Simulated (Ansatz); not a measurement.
NiO (rock salt)

```xyz
2
Lattice="0.0000 2.0943 2.0943 2.0943 0.0000 2.0943 2.0943 2.0943 0.0000" Properties=species:S:1:pos:R:3 pbc="T T T"
O      0.0000     0.0000     0.0000
Ni     2.0943     2.0943     2.0943
```

In this cell atom 1 (O, nearest neighbour Ni at 2.094 Å; its periodic images, 3.0 Å or more away, move with it) is moved by s along Cartesian [110], unit vector (0.707, 0.707, 0.000); all other atoms and the cell stay fixed.

Level of theory: r2SCAN (plane waves to 500 eV, PAW, scalar-relativistic; Ansatz, a program for electronic structure). k mesh 11×11×11 (Γ-centred), Fermi-Dirac smearing 0.05 eV. E stands for the smeared free energy. F∥ is the force on the atom along that direction. NiO is run spin-polarised and with no Hubbard U; the real compound is an antiferromagnetic insulator, a state that this run doesn't describe. NiO was relaxed with its symmetry unable to fall. Relaxed NiO ends ferromagnetic. Other magnetic orders were not checked, so this need not be the ground state. ΔE is measured from the undisplaced structure.

```json
[
 {"s (Å)": "-0.420", "moment (μB/cell)": "2.00", "ΔE (meV/cell)": "486", "F∥ (eV/Å)": "___"},
 {"s (Å)": "-0.336", "moment (μB/cell)": "2.00", "ΔE (meV/cell)": "277", "F∥ (eV/Å)": "___"},
 {"s (Å)": "-0.252", "moment (μB/cell)": "2.00", "ΔE (meV/cell)": "138", "F∥ (eV/Å)": "___"},
 {"s (Å)": "-0.168", "moment (μB/cell)": "2.00", "ΔE (meV/cell)": "54", "F∥ (eV/Å)": "0.719"},
 {"s (Å)": "-0.084", "moment (μB/cell)": "2.00", "ΔE (meV/cell)": "12", "F∥ (eV/Å)": "0.305"},
 {"s (Å)": "0.000", "moment (μB/cell)": "2.00", "ΔE (meV/cell)": "0", "F∥ (eV/Å)": "0.000"},
 {"s (Å)": "0.084", "moment (μB/cell)": "2.00", "ΔE (meV/cell)": "12", "F∥ (eV/Å)": "-0.305"},
 {"s (Å)": "0.168", "moment (μB/cell)": "2.00", "ΔE (meV/cell)": "54", "F∥ (eV/Å)": "-0.719"},
 {"s (Å)": "0.252", "moment (μB/cell)": "2.00", "ΔE (meV/cell)": "138", "F∥ (eV/Å)": "___"},
 {"s (Å)": "0.336", "moment (μB/cell)": "2.00", "ΔE (meV/cell)": "277", "F∥ (eV/Å)": "___"},
 {"s (Å)": "0.420", "moment (μB/cell)": "2.00", "ΔE (meV/cell)": "486", "F∥ (eV/Å)": "___"}
]
```

Q: What belongs in the gaps?

A: 
- -0.420, F∥ (eV/Å): 2.925
- -0.336, F∥ (eV/Å): 2.050
- -0.252, F∥ (eV/Å): 1.300
- 0.252, F∥ (eV/Å): -1.300
- 0.336, F∥ (eV/Å): -2.050
- 0.420, F∥ (eV/Å): -2.925

(A displaced cell: forces are minus the slopes of the energy, force constants its curvatures, and phonons follow from these.)
